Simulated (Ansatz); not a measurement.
## ZnPtC6N6 — ¹⁴N nuclear quadrupole resonance

Cell: a structure deposited in the COD whose atoms were relaxed with PBE, the cell held.

```cif
data_ZnPtC6N6
_symmetry_space_group_name_H-M 'Fm-3m'
_symmetry_Int_Tables_number 225
_cell_length_a 10.5186
_cell_length_b 10.5186
_cell_length_c 10.5186
_cell_angle_alpha 90.000
_cell_angle_beta 90.000
_cell_angle_gamma 90.000
loop_
_atom_site_label
_atom_site_type_symbol
_atom_site_symmetry_multiplicity
_atom_site_Wyckoff_symbol
_atom_site_fract_x
_atom_site_fract_y
_atom_site_fract_z
Zn Zn 4 b 0.5000 0.5000 0.5000
Pt Pt 4 a 0.0000 0.0000 0.0000
C C 24 e 0.5000 0.5000 0.1903
N N 24 e 0.5000 0.5000 0.3001
```

One atom of each set is listed; the run and its k-mesh use a cell of 14 atoms with edges of 7.44, 7.44, 7.44 Å.

Computed with Ansatz: DFT, PBE, plane waves and PAW, scalar-relativistic, 420 eV cutoff, Γ-centred 6×6×6 k-points, Fermi–Dirac smearing 0.05 eV.

¹⁴N: I = 1, Q = 20.44 mb (year-2017 value). Static lattice, zero field.

Problem. The simulated lines lie at 2.16 MHz. What are |C_Q|, η and |V_zz| at N?

Solution. For I = 1 the lines are ν± = (3/4)|C_Q|(1 ± η/3) and ν₀ = |C_Q|η/2. Here |C_Q| = 2.88 MHz, η = 0.00 and |V_zz| = 5.82 × 10²¹ V/m². The calculation gives V_zz negative; the lines don't show the sign. The site has 1 C at 1.16 Å, 1 Zn at 2.10 Å, angle 180°; also 1 Pt at 3.16 Å.

An axis of threefold or higher order runs through N, so V_zz lies along it and η is zero.

The database entry as given showed forces above 3 eV/Å or a pressure above 30 GPa, though relaxing it moves no atom far.
